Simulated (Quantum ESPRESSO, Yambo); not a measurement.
Quasiparticle gap of CaC2

```
CaC2
1.0
    3.29783    -2.08128     0.00000
    3.29783     2.08128     0.00000
   -2.19799     0.00000     7.04938
C Ca
4 2
Direct
  0.42071   0.13967   0.56012
  0.57929   0.86033   0.43988
  0.86033   0.57929   0.93988
  0.13967   0.42071   0.06012
  0.17452   0.82548   0.75000
  0.82548   0.17452   0.25000
```

The geometry is that of Materials Project entry mp-1575, symmetrised and not relaxed again.

Starting point: LDA (pw.x of Quantum ESPRESSO, ONCV potentials, no spin-orbit coupling). G0W0 in Yambo: 4×4×2 Γ-centred k mesh, 140 bands and a 7 Ry block in the screening, 140 bands in G with the Bruneval-Gonze terminator, plasmon pole fitted at 27.2 eV.

```yaml
LDA gap along the band path: 1.85 eV
LDA gap between the mesh's edge points ((0.25, -0.25, 0) → (-0.5, -0.5, 0)): 1.86 eV
G0W0 gap between the same points: 3.85 eV
LDA smallest direct gap on the mesh (at (-0.5, -0.5, 0)): 2.55 eV
G0W0 direct gap at that point: 4.66 eV
```

| k point | band | E LDA (eV) | E QP (eV) | shift (eV) | Z |
|---|---|---|---|---|---|
| (0.25, -0.25, 0) | VB | 0.00 | -0.86 | -0.86 | 0.78 |
| (0.25, -0.25, 0) | CB | 4.15 | 5.48 | 1.33 | 0.81 |
| (-0.5, -0.5, 0) | VB | -0.69 | -1.67 | -0.98 | 0.78 |
| (-0.5, -0.5, 0) | CB | 1.86 | 2.99 | 1.13 | 0.82 |

Energies count from the LDA valence-band maximum.

Nearest settings tried, and what they do to the gap: 109 bands in W, 109 bands in G: +11 meV; 6 Ry block (153 vectors against 199): -60 meV; 4×4×1 mesh: -2 meV. So the settings aren't converged at that level.

The structure is a Materials Project entry; no match was found in the copy of COD used, and its stability was not checked.
